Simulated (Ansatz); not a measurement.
Consider the following.

Starting cell, ZnCu (CsCl type):

```xyz
2
Lattice="2.9188 0.0000 0.0000 0.0000 2.9188 0.0000 0.0000 0.0000 2.9188" Properties=species:S:1:pos:R:3 pbc="T T T"
Zn     0.0000     0.0000     0.0000
Cu     1.4594     1.4594     1.4594
```

A phonon eigenvector at Γ is frozen into this cell: atom i moves by Q times the vector below, so Q is the largest atomic displacement, in Å. The cell is held. It is one choice among 3 degenerate patterns.

| atom | x | y | z |
|---|---|---|---|
| Zn1 | 0.000 | 0.000 | -0.972 |
| Cu2 | 0.000 | 0.000 | 1.000 |

The numbers are results of r2SCAN (plane waves to 500 eV, PAW, scalar-relativistic; Ansatz, a first-principles code), not measurements. k mesh 16×16×16 (Γ-centred), Fermi-Dirac smearing 0.05 eV. Energies are smeared free energies. With partly filled bands, energies and forces of such displacements shift with the k mesh and the smearing. ZnCu is run without spin polarisation. ZnCu was relaxed with its symmetry unable to fall. ΔE is measured from the undisplaced structure.

The scan covers Q from -0.280 to 0.280 Å in 13 points.

Q: Which space group does the distorted structure have?

A: P4mm (No. 99), lowered from Pm-3m.

Q: Is the energy the same for equal positive and negative displacements?

A: Even: the same for both signs.

Q: What is the energy change at Q = 0.280 Å?

A: 738 meV/cell.

Q: What harmonic wavenumber does the curvature at Q = 0 give?

A: 208 cm⁻¹.

(For displaced atoms, the force is minus the slope of the energy, and its curvature is a force constant, which sets phonon frequencies.)
